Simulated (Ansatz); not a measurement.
Relax this structure to zero stress and force, keeping its symmetry:

```xyz
3
Lattice="4.0364 0.0000 0.0000 -2.0182 3.4956 0.0000 0.0000 0.0000 3.6092" Properties=species:S:1:pos:R:3 pbc="T T T"
Sc    0.0000    0.0000    0.0000
Si    0.0000    2.3304    1.8046
Si    2.0182    1.1652    1.8046
```

Level of theory: Ansatz, DFT PBE+D3(BJ), scalar-relativistic, plane waves, PAW.

Plane waves to 420 eV, a k mesh through Γ of 12×12×12 on the computed 3-atom cell and Gaussian smearing (0.10 eV); no spin polarisation.

Q: What does it relax to?

A: The volume falls by 0.76 Å³/atom to 16.21 Å³/atom, and the energy falls by 10.3 meV/atom. Final structure:
```
Sc Si
1.0
     3.99206    0.00000    0.00000
    -1.99603    3.45722    0.00000
     0.00000    0.00000    3.52428
Sc Si
1 2
Direct
  0.00000 0.00000 0.00000
  0.33333 0.66667 0.50000
  0.66667 0.33333 0.50000
```

Cost: 1 run of about 0.78 core-minutes, on Arm Neoverse N1 (shared hosts).